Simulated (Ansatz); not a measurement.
Mo (simple cubic, Pm-3m) at seven volumes, the program Ansatz at the PBEsol level (PAW), scaled uniformly. One row is withheld.

```tsv
V (Å³/atom)	P (GPa)
15.536	22.94
16.048	14.21
16.560	6.63
17.072	-0.01
17.584	-5.79
18.096	-10.79
18.609	?
```

Task: Fit the shown pressures and predict the withheld one.

Result: P = (3/2)B₀(x^(7/2) − x^(5/2))[1 + (3/4)(B′ − 4)(x − 1)] with x = (V₀/V)^(2/3). Least squares on the six rows gives V₀ = 17.072 Å³/atom, B₀ = 206 GPa, B′ = 3.57. At V = 18.609, x = 0.9441 and P = -15.22 GPa. The run itself gave -15.06 GPa.

A made-up cell: these elements were put on the sites of a structure type; neither database checked (COD, Materials Project) lists it. It is not the phase usual at ambient conditions (space group No. 229). The cell was relaxed with PBEsol under the symmetry of its start. At this level the phase is mechanically unstable. No spin polarisation was allowed.

Potentials: the later of the program's two PAW sets.
